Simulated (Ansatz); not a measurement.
AgRhO2:
```
CELL_PARAMETERS angstrom
      1.52675     0.88147     6.19183
     -1.52675     0.88147     6.19183
      0.00000    -1.76293     6.19183
ATOMIC_POSITIONS crystal
  Ag 0.00000 0.00000 0.00000
  Rh 0.50000 0.50000 0.50000
  O  0.88723 0.88723 0.88723
  O  0.11277 0.11277 0.11277
```

x, y and z are the axes in which the lattice vectors are written.

Task: Give the high-frequency dielectric tensor and the Born effective charge tensors of the independent atoms from DFPT, DFT-PBEsol in the program Ansatz with PAW potentials.

Result: 
ε∞:
```
13.8  0.00  0.00
0.00  13.8  0.00
0.00  0.00  15.7
```
Z* of atom 1 (Ag), rows: field, columns: displacement, in e:
```
0.52  0.00  0.00
0.00  0.52  0.00
0.00  0.00  2.30
```
Z* of atom 2 (Rh), rows: field, columns: displacement, in e:
```
3.39  0.00  0.00
0.00  3.39  0.00
0.00  0.00  0.78
```
Z* of atom 3 (O), rows: field, columns: displacement, in e:
```
-1.96   0.00   0.00
 0.00  -1.96   0.00
 0.00   0.00  -1.54
```

Static charges for comparison (Bader): Ag1 +0.45, Rh2 +1.29, O3 -0.87 e. Born charges measure polarisation by displacement and can exceed these by far.

Space group R-3m. The first step of the workflow began from a Materials Project structure, measured or hypothetical; the Crystallography Open Database copy checked does not list it. Whether it is the stable phase at ambient conditions was not checked. Symmetry was held in the PBEsol relaxation; its stability against distortions is not shown here. The run is not spin-polarised. Spin–orbit coupling is left out wherever it is not named.

Potentials: the later of the program's two PAW sets.
